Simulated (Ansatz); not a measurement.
## AlIr: from a starting cell to a relaxed one

The relaxed structure here is a generated cell of AlIr: the first start was made by a random draw of sites in a space group, and the end was not matched to a known phase here, so it may be hypothetical.

The start is a randomly generated symmetric cell of AlIr (space group No. 139). The cell and all atomic positions are relaxed at zero pressure with PBEsol (plane waves to 420 eV, PAW, scalar-relativistic; Ansatz, a program for electronic structure). First-step values are on the input's coarse k-mesh.

Ansatz input (later rounds restart from its end on a renewed k-mesh):
Ansatz 0.2 input:
```yaml
crystal:
  lattice:
    - [-1.9305114, 1.9305114, 1.9786866]
    - [1.9305114, -1.9305114, 1.9786866]
    - [1.9305114, 1.9305114, -1.9786866]
  atoms:
    - { symbol: Al, position: [0.5, 0.5, 0] }
    - { symbol: Ir, position: [0, 0, 0] }
basis: { ecutwfc: 420, ecutrho_ratio: 4, xc_grid: 2, fft_grid_basis: typed }
kpoints: { mp_grid: { grid: [12, 12, 12] } }
hamiltonian:
  xc: pbesol
  dispersion: none
  pseudopotentials: { kind: paw }
scf: { occupations: { method: fermi_dirac, width: 0.05 } }
relax: { f_tol: 0.01, max_steps: 100, cell: { stress_tol: 0.02 } }
output: { forces: true, stress: true }
```

Task: What pressure does the first self-consistent step give?

Result: +52.6 GPa (positive: the cell is compressed).

Task: How much energy is released per atom?

Result: 1.66 eV/atom.

Task: How does the volume per atom move from start to end?

Result: +5.9 %, from 14.75 to 15.62 Å³/atom.

Task: How do the shortest distances between atoms change?

Result: The closest pairs of elements (up to four, under 3.6 Å), start → end: Al–Ir 1.98 → 2.50 Å; Al–Al 3.37 → 3.54 Å; Ir–Ir 3.37 → 3.54 Å.

Task: What band gap does the relaxed structure have at this level?

Result: Zero (the bands touch at this level, without spin-orbit coupling).

Task: What does it relax into? Give the structure.

Result: 
```cif
data_Al4Ir4
_chemical_formula_sum 'Al4 Ir4'
_space_group_name_H-M_alt 'Fm-3m'
_space_group_IT_number 225
_space_group_name_Hall '-F 4 2 3'
_cell_length_a 4.99985
_cell_length_b 4.99985
_cell_length_c 4.99985
_cell_angle_alpha 90.000
_cell_angle_beta 90.000
_cell_angle_gamma 90.000
loop_
_atom_site_label
_atom_site_type_symbol
_atom_site_symmetry_multiplicity
_atom_site_Wyckoff_symbol
_atom_site_fract_x
_atom_site_fract_y
_atom_site_fract_z
_atom_site_occupancy
Al1 Al 4 b 0.50000 0.50000 0.50000 1
Ir1 Ir 4 a 0.00000 0.00000 0.00000 1
```
(The calculation used a cell of 2 atoms; values per cell refer to that cell.)

Final values are on a 16×16×16 k-mesh of the relaxed cell. No spin polarisation in the result. Spin-orbit coupling is missing; with elements this heavy it can move band edges by tenths of an eV or more.

The run could not lower the symmetry of its start; a shaken copy of this end point relaxes with PBEsol to Pm-3m (No. 221), 0.97 eV/atom lower.
